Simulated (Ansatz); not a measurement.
Given:

Li (space group R-3m)

```
CELL_PARAMETERS angstrom
      1.49401     0.86257     7.35389
     -1.49401     0.86257     7.35389
      0.00000    -1.72513     7.35389
ATOMIC_POSITIONS crystal
  Li 0.77776 0.77776 0.77776
  Li 0.22224 0.22224 0.22224
  Li 0.00000 0.00000 0.00000
```

The atoms are displaced by Q × the pattern below (from a DFPT mode at Γ, largest move 1; Q in Å), at fixed cell. It is one choice among 2 degenerate patterns.

```csv
atom,x,y,z
Li1,0.000,0.000,0.500
Li2,0.000,0.000,0.500
Li3,0.000,0.000,-1.000
```

Method: LDA (plane waves to 420 eV, PAW, scalar-relativistic; Ansatz, a quantum-chemistry and plane-wave program). k mesh 18×18×18 (Γ-centred), Fermi-Dirac smearing 0.05 eV. E stands for the smeared free energy. With partly filled bands, energies and forces of such displacements shift with the k mesh and the smearing. Li was relaxed with its symmetry unable to fall. This is one of several known forms of Li; the measured ambient cells at hand have space group No. 229. The zero of ΔE is the undisplaced structure.

The scan covers Q from -0.100 to 0.100 Å in 13 points.

Problem. Which space group does the distorted structure have?

Solution. R3m (No. 160), lowered from R-3m.

Problem. Is this a single well or a double well?

Solution. A single well with its minimum at or next to zero displacement.

Problem. Is the energy the same for equal positive and negative displacements?

Solution. Even: the same for both signs.

Problem. What is the energy change at Q = 0.100 Å?

Solution. 15.9 meV/cell.

Problem. What harmonic wavenumber does the curvature at Q = 0 give?

Solution. 288 cm⁻¹.

(For displaced atoms, the force is minus the slope of the energy, and its curvature is a force constant, which sets phonon frequencies.)
